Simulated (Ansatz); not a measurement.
InSe:
```
CELL_PARAMETERS angstrom
      5.84911     2.05177     0.00000
     -5.84911     2.05177     0.00000
     -1.66440     0.00000     4.54011
ATOMIC_POSITIONS crystal
  In 0.11251 0.88749 0.95892
  In 0.88749 0.11251 0.04108
  Se 0.34093 0.65907 0.34373
  Se 0.65907 0.34093 0.65627
```

The program Ansatz at the r²SCAN+D4 level (PAW) gives a gap of 1.40 eV without spin–orbit coupling, maximum on the Γ–M2 line, 63 % of the way from Γ, minimum at A.

Question: What happens when spin–orbit coupling is switched on?

Answer: The gap falls by 0.01 eV, to 1.39 eV; maximum on the Γ–M2 line, 64 % of the way from Γ, minimum at A.

Space group C2/m. The first step of the workflow began from a Materials Project structure, measured or hypothetical; the Crystallography Open Database copy checked does not list it. It is not the phase usual at ambient conditions (space group No. 194). The cell was relaxed with r²SCAN+D4 under the symmetry of its start; its stability against distortions is not shown here.

Potentials: the later of the program's two PAW sets.
